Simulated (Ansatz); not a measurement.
**Fields on a plane of HfO2 (tetragonal-ZrO2 type, space group P4_2/nmc)**

```
HfO2
1.0
    3.56707     0.00000     0.00000
    0.00000     3.56707     0.00000
    0.00000     0.00000     5.16595
Hf O
2 4
Direct
  0.00000   0.00000   0.00000
  0.50000   0.50000   0.50000
  0.00000   0.50000   0.20010
  0.00000   0.50000   0.70010
  0.50000   0.00000   0.29990
  0.50000   0.00000   0.79990
```

The slice is a (010) plane (indices of the conventional cell) through the point (0.500, 0.000, 0.300) (fractional), spanned by u = [100] and v = [001] in vectors of this cell: u (3.57 Å) and v (5.17 Å, at 90° to u). It covers one period; positions are fractions (u, v).

Atoms on it: Hf at (0.50, 0.70); O at (0.00, 0.00); O at (0.00, 0.50).

Method: PBEsol (plane waves to 420 eV, PAW, scalar-relativistic; Ansatz, a program for electronic structure). k mesh 9×9×7. Near the nuclei the fields are pseudised (PAW); where an atom keeps semicore shells as valence, they peak there. HfO2 is run without spin polarisation. HfO2 was relaxed with its symmetry unable to fall. Spin-orbit coupling is left out, though Hf is heavy. This is a high-temperature form of HfO2.

```
|###*+=-::.....::-=+*##|
|##**+=--:::::::--=+**#|
|***+==-----------==+**|
|+++==---==+++==---==++|
|====---=+*****+=---===|
|------=+*#####*+=-----|
|--::-=+*#%%%%%#*+=-::-|
|::::-=+#%@@@@@%#+=-:::|
|-----=*#%@@@@@%#*=----|
|-----=*#%@@@@@%#*=----|
|======+#%@@@@@%#+=====|
|+++===+*#%%@%%#*+===++|
|***++==+*#%%%#*+==++**|
|##**+===+*****+===+**#|
|###*+====+++++====+*##|
|###*+==---------==+*##|
|###*+=--:::::::--=+*##|
|##**+=-::.....::-=+**#|
|***+=--:.......:--=+**|
|+++=--:.........:--=++|
|===--::..     ..::--==|
|----::..       ..::---|
|-::::..         ..::::|
|::::...         ...:::|
|--:::..         ..:::-|
|----::..       ..::---|
|===--::.       .::--==|
|+++=--:..     ..:--=++|
|***+=-::.     .::-=+**|
|##**+=-:..   ..:-=+**#|
|###*+=-:... ...:-=+*##|
|###*+=-::.....::-=+*##|
```
Scale: ten equal steps from -1.58 (start of ' ') to 1.54 (end of '@'), in the order ' .:-=+*#%@'. Values: log₁₀ of the valence density in e/Å³. The map has 22 points along u (one character each, u = 0 at the left) and 32 along v (v = 0 in the bottom row). The scale is logarithmic, as a density can span decades between atoms and voids.

```tsv
v \ u	0.00	0.14	0.27	0.41	0.55	0.68	0.82	0.95
0.88	0.148	0.070	0.014	0.003	0.002	0.008	0.043	0.135
0.75	0.006	0.004	0.005	0.016	0.013	0.010	0.003	0.006
0.62	0.117	0.053	0.010	0.006	0.009	0.005	0.033	0.106
0.50	0.006	0.077	0.011	0.002	0.001	0.005	0.048	0.036
0.38	0.148	0.051	0.005	0.001	0.001	0.002	0.025	0.130
0.25	0.006	0.004	0.002	0.001	0.001	0.001	0.003	0.006
0.12	0.117	0.060	0.013	0.002	0.001	0.007	0.038	0.109
0.00	0.006	0.189	0.028	0.003	0.002	0.014	0.118	0.083
```

Values: density of the highest valence band (whole band, smooth part) in e/Å³. 

| Item | Value |
|---|---|
| Density on the Hf–O line (2.06 Å) at its density minimum, 1.1 Å from Hf | 0.78 e/Å³ |
| ELF at that point | 0.2 |
| Element round which the density of the highest valence band (whole band, smooth part) is largest on this plane | O |
| Element round which the density of the lowest conduction band (whole band as if filled, smooth part) is largest on this plane | Hf |
